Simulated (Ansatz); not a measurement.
A relaxed structure of AlN is spoiled in several ways and relaxed again each time (noise and exchanges are one random draw each; pressure is positive under compression). Computed with PBEsol (plane waves to 420 eV, PAW, scalar-relativistic; Ansatz, an electronic-structure program).

```cif
data_Al4N4
_chemical_formula_sum 'N4 Al4'
_space_group_name_H-M_alt 'F-43m'
_space_group_IT_number 216
_space_group_name_Hall 'F -4 2 3'
_cell_length_a 4.37736
_cell_length_b 4.37736
_cell_length_c 4.37736
_cell_angle_alpha 90.000
_cell_angle_beta 90.000
_cell_angle_gamma 90.000
loop_
_atom_site_label
_atom_site_type_symbol
_atom_site_symmetry_multiplicity
_atom_site_Wyckoff_symbol
_atom_site_fract_x
_atom_site_fract_y
_atom_site_fract_z
_atom_site_occupancy
N1 N 4 c 0.25000 0.25000 0.25000 1
Al1 Al 4 a 0.00000 0.00000 0.00000 1
```
(The calculation used a cell of 2 atoms; values per cell refer to that cell.)

```
change                                                                                                             first pressure (GPa)  first V (Å³/atom)  released (eV/atom)  moves                outcome  final group  E − E(parent) (eV/atom)
-----------------------------------------------------------------------------------------------------------------  --------------------  -----------------  ------------------  -----  ---------------------  -----------  -----------------------
with every coordinate shifted by Gaussian noise of σ = 0.2 Å                                                                       16.2              10.48                0.48      6  returns to the parent        F-43m                    0.000
with every coordinate shifted by Gaussian noise of σ = 0.45 Å                                                                       8.9              10.48                0.27      5  returns to the parent        F-43m                    0.000
deformed by the Cartesian strain tensor (xx, yy, zz, yz, xz, xy) = (0.076, 0.076, -0.001, -0.003, -0.028, -0.040)                   [?]              12.10                 [?]      6                    [?]          [?]                      [?]
doubled along one cell vector, shaken by Gaussian noise of σ = 0.08 Å a coordinate                                                 10.8              10.48                0.32      4  returns to the parent        F-43m                    0.000
```

Complete the blanks.


- deformed by the Cartesian strain tensor (xx, yy, zz, yz, xz, xy) = (0.076, 0.076, -0.001, -0.003, -0.028, -0.040), first pressure (GPa): -20.7
- deformed by the Cartesian strain tensor (xx, yy, zz, yz, xz, xy) = (0.076, 0.076, -0.001, -0.003, -0.028, -0.040), released (eV/atom): 0.18
- deformed by the Cartesian strain tensor (xx, yy, zz, yz, xz, xy) = (0.076, 0.076, -0.001, -0.003, -0.028, -0.040), outcome: returns to the parent
- deformed by the Cartesian strain tensor (xx, yy, zz, yz, xz, xy) = (0.076, 0.076, -0.001, -0.003, -0.028, -0.040), final group: F-43m
- deformed by the Cartesian strain tensor (xx, yy, zz, yz, xz, xy) = (0.076, 0.076, -0.001, -0.003, -0.028, -0.040), E − E(parent) (eV/atom): 0.000

First-step values come from each run's starting, coarser k-mesh (9×9×9, 8×9×9, 9×5×9). The runs use different k-meshes, so differences are rounded accordingly. No spin polarisation in the result.
